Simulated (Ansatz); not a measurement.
Method: DFT PBE, scalar-relativistic, plane waves, PAW (Ansatz 0.2.0). Settings: cutoff 420 eV, Γ-centred meshes spaced at most about 0.3 Å⁻¹, and about 0.25 Å⁻¹ or finer for metals (2π included), Gaussian smearing. No spin polarisation in the final relaxations.

Each of these unrelaxed guesses is relaxed in cell and atoms within its symmetry. A guess keeps its type if space group and coordination stay and the shape of the cell changes little (axis ratios within about 15 %, angles within 6°); the volume may change.

1. Zn3F

```cif
data_structure
_symmetry_space_group_name_H-M 'I4/mmm'
_symmetry_Int_Tables_number 139
_cell_length_a 3.8957
_cell_length_b 3.8957
_cell_length_c 7.8038
_cell_angle_alpha 90.000
_cell_angle_beta 90.000
_cell_angle_gamma 90.000
_cell_volume 118.44
loop_
_atom_site_label
_atom_site_type_symbol
_atom_site_symmetry_multiplicity
_atom_site_Wyckoff_symbol
_atom_site_fract_x
_atom_site_fract_y
_atom_site_fract_z
_atom_site_occupancy
Zn1 Zn 2 b 0.50000 0.50000 0.00000 1
Zn2 Zn 4 d 0.00000 0.50000 0.25000 1
F1 F 2 a 0.00000 0.00000 0.00000 1
```

2. AlGa2P3

```cif
data_structure
_symmetry_space_group_name_H-M 'P3m1'
_symmetry_Int_Tables_number 156
_cell_length_a 3.7606
_cell_length_b 3.7606
_cell_length_c 9.2116
_cell_angle_alpha 90.000
_cell_angle_beta 90.000
_cell_angle_gamma 120.000
_cell_volume 112.82
loop_
_atom_site_label
_atom_site_type_symbol
_atom_site_symmetry_multiplicity
_atom_site_Wyckoff_symbol
_atom_site_fract_x
_atom_site_fract_y
_atom_site_fract_z
_atom_site_occupancy
Al1 Al 1 a 0.00000 0.00000 0.00000 1
Ga1 Ga 1 b 0.33333 0.66667 0.66667 1
Ga2 Ga 1 c 0.66667 0.33333 0.33333 1
P1 P 1 b 0.33333 0.66667 0.91667 1
P2 P 1 c 0.66667 0.33333 0.58333 1
P3 P 1 a 0.00000 0.00000 0.25000 1
```

3. HfNb2O2

```cif
data_structure
_symmetry_space_group_name_H-M 'I4/mmm'
_symmetry_Int_Tables_number 139
_cell_length_a 3.5888
_cell_length_b 3.5888
_cell_length_c 10.4663
_cell_angle_alpha 90.000
_cell_angle_beta 90.000
_cell_angle_gamma 90.000
_cell_volume 134.80
loop_
_atom_site_label
_atom_site_type_symbol
_atom_site_symmetry_multiplicity
_atom_site_Wyckoff_symbol
_atom_site_fract_x
_atom_site_fract_y
_atom_site_fract_z
_atom_site_occupancy
Hf1 Hf 2 a 0.00000 0.00000 0.00000 1
Nb1 Nb 4 d 0.00000 0.50000 0.25000 1
O1 O 4 e 0.00000 0.00000 0.34376 1
```

Problem. Which keep their type?

Solution. Guesses 1 and 2 keep their type.

| guess | kept | start group | end group | V start (Å³/atom) | V end | b/a and c/a, end over start | nearest neighbours start | nearest neighbours end |
| --- | --- | --- | --- | --- | --- | --- | --- | --- |
| 1 | yes | I4/mmm | I4/mmm | 14.8 | 14.9 | 1.00, 1.13 | F 12, Zn 12 | F 12, Zn 12 |
| 2 | yes | P3m1 | P3m1 | 18.8 | 20.9 | 1.00, 1.00 | Al 4, Ga 4, P 4 | Al 4, Ga 4, P 4 |
| 3 | no | I4/mmm | I4/mmm | 13.5 | 16.5 | 1.00, 0.75 | Hf 16, Nb 4, O 4 | Hf 2, Nb 4, O 5 |

Neighbours count within 15 % of an atom's shortest distance; end groups are read at 0.02 Å (0.05 Å in metals).

These runs have no spin–orbit coupling, which can matter for Hf. In Zn3F I4/mmm an odd number of electrons in the primitive cell allows no gap without spin; a larger cell or a magnetic state could open one. A magnetic state wasn't ruled out in cells without spin, among them HfNb2O2 I4/mmm. Cells relaxed within their symmetry can be saddle points.
